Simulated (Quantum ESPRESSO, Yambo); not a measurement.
Cs2WO2F4: DFT and GW levels

```cif
data_Cs4F8O4W2
_chemical_formula_sum 'O4 F8 Cs4 W2'
_space_group_name_H-M_alt 'C2/m'
_space_group_IT_number 12
_space_group_name_Hall '-C 2y'
_cell_length_a 11.06153
_cell_length_b 6.20939
_cell_length_c 4.97026
_cell_angle_alpha 90.000
_cell_angle_beta 91.383
_cell_angle_gamma 90.000
loop_
_atom_site_label
_atom_site_type_symbol
_atom_site_symmetry_multiplicity
_atom_site_Wyckoff_symbol
_atom_site_fract_x
_atom_site_fract_y
_atom_site_fract_z
_atom_site_occupancy
O1 O 4 i 0.14120 0.00000 0.19430 1
F1 F 8 j 0.43518 0.27550 0.22623 1
Cs1 Cs 4 i 0.17500 0.50000 0.30398 1
W1 W 2 a 0.00000 0.00000 0.00000 1
```
(The calculation used a cell of 9 atoms; values per cell refer to that cell.)

The geometry is that of Materials Project entry mp-1226138, symmetrised and not relaxed again.

Starting point: PBEsol (pw.x of Quantum ESPRESSO, ONCV potentials, scalar-relativistic). G0W0 in Yambo: 2×2×2 Γ-centred k mesh, bands 2 to 320 and a 8 Ry block in the screening, 320 bands in G with the Bruneval-Gonze terminator, plasmon pole fitted at 27.2 eV.

- PBEsol gap along the band path = 2.40 eV
- PBEsol gap between the mesh's edge points ((0, -0.5, -0.5) → (-0.5, -0.5, 0)) = 2.41 eV
- G0W0 gap between the same points = 5.49 eV
- PBEsol smallest direct gap on the mesh (at (0, 0, -0.5)) = 2.44 eV
- G0W0 direct gap at that point = 5.52 eV

```csv
k point,band,E PBEsol (eV),E QP (eV),shift (eV),Z
Γ,VB,-0.09,-1.35,-1.26,0.79
Γ,CB,2.43,4.26,1.83,0.82
"(0, 0, -0.5)",VB,0.00,-1.24,-1.24,0.79
"(0, 0, -0.5)",CB,2.44,4.28,1.84,0.82
"(0, -0.5, 0)",VB,-0.05,-1.30,-1.24,0.79
"(0, -0.5, 0)",CB,2.51,4.38,1.86,0.82
"(0, -0.5, -0.5)",VB,0.00,-1.24,-1.24,0.79
"(0, -0.5, -0.5)",CB,2.50,4.35,1.86,0.82
"(-0.5, -0.5, 0)",VB,-0.10,-1.35,-1.25,0.79
"(-0.5, -0.5, 0)",CB,2.41,4.25,1.83,0.82
"(-0.5, -0.5, -0.5)",VB,-0.09,-1.35,-1.26,0.79
"(-0.5, -0.5, -0.5)",CB,2.41,4.25,1.84,0.82
```

Energies count from the PBEsol valence-band maximum.

Nearest settings tried, and what they do to the gap: 206 bands in W, 206 bands in G: +48 meV; 3 Ry block (103 vectors against 449): +43 meV. Not varied: mesh. So the settings aren't converged at that level. The k mesh is coarse.

Spin-orbit coupling is left out, which matters for elements this heavy: edges can move by tenths of an eV.

The structure is a Materials Project entry; no match was found in the copy of COD used, and its stability was not checked.
